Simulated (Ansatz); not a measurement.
Ba3Cd2As4:
Space group C2/m (No. 12); a = 17.187 Å, b = 4.625 Å, c = 7.349 Å, α = γ = 90.00°, β = 112.35°

```tsv
atom	site	symmetry	x	y	z
Ba	4i	m	0.1422	0.0000	0.5775
Ba	2a	2/m	0.0000	0.0000	0.0000
Cd	4i	m	0.3307	0.0000	0.0297
As	4i	m	0.2071	0.0000	0.1896
As	4i	m	0.4941	0.0000	0.3262
```
(The calculation used a cell of 9 atoms; values per cell refer to that cell.)

Relaxed with r²SCAN.

Q: Tabulate the valence density and the electron localisation function along the shortest Ba–As contact (3.29 Å), plane-wave PAW r²SCAN (Ansatz code).

A: 

```
distance from Ba (Å)  density (e/Å³)   ELF
--------------------  --------------  ----
0.33                            0.68  0.06
0.49                            1.16  0.45
0.66                            1.40  0.79
0.82                            1.21  0.87
0.99                            0.81  0.85
1.15                            0.46  0.69
1.32                            0.26  0.34
1.48                            0.17  0.14
1.65                            0.15  0.15
1.81                            0.17  0.36
1.98                            0.23  0.62
2.14                            0.34  0.70
2.30                            0.51  0.70
2.47                            0.87  0.67
2.63                            2.15  0.57
2.80                            6.33  0.36
2.96                           15.69  0.18
```

The density is the valence pseudo-density with augmentation charge, so density and ELF within about 1 Å of a nucleus are not all-electron values.

The workflow started from an entry of the Crystallography Open Database (COD, 296 K). Its standing as an ambient phase is unchecked. The r²SCAN relaxation kept the symmetry of its start; whether a distortion lowers the energy is not shown. Scalar-relativistic: spin–orbit coupling is off unless named, which matters more the heavier the elements.

Potentials: the later of the program's two PAW sets.
